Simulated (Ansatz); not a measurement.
The relaxed structure here is a generated cell of TiO2: the first start was made by a random draw of sites in a space group, and the end was not matched to a known phase here, so it may be hypothetical. Known forms of TiO2 include space group No. 61, 136, 141.

The end point of a relaxation of TiO2. Level of theory: PBEsol (plane waves to 420 eV, PAW, scalar-relativistic; Ansatz, an electronic-structure program).

```
CELL_PARAMETERS angstrom
      6.41866     0.00000     0.00000
     -3.20933     5.55872     0.00000
      0.00000     0.00000     2.92269
ATOMIC_POSITIONS crystal
  O  0.19222 0.00000 0.16667
  O  0.00000 0.19222 0.83333
  O  0.80778 0.80778 0.50000
  O  0.57013 0.00000 0.16667
  O  0.00000 0.57013 0.83333
  O  0.42987 0.42987 0.50000
  Ti 0.34922 0.00000 0.66667
  Ti 0.00000 0.34922 0.33333
  Ti 0.65078 0.65078 0.00000
```

Task: Determine the symmetry and give the standard cell with its independent sites.

Result: Space group P3₂21 (No. 154); a = b = 6.419 Å, c = 2.923 Å, α = β = 90.00°, γ = 120.00°

| atom | site | symmetry | x | y | z |
|---|---|---|---|---|---|
| O | 3b | .2. | 0.8078 | 0.8078 | 0.5000 |
| O | 3b | .2. | 0.4299 | 0.4299 | 0.5000 |
| Ti | 3a | .2. | 0.6508 | 0.6508 | 0.0000 |

Task: Give the shortest distances between elements (the closest pairs, up to four, under 3.6 Å).

Result: O–Ti 1.78 Å; O–O 2.35 Å; Ti–Ti 2.92 Å.

The volume per atom is 11.59 Å³ and the band gap comes out as 0.95 eV, direct at Γ (no spin-orbit coupling).

No spin polarisation in the result.

The run could not lower the symmetry of its start; a shaken copy of this end point relaxes with PBEsol to P1 (No. 1) at a tolerance of 0.01 Å, Pm (No. 6) at 0.1 Å, 0.583 eV/atom lower.
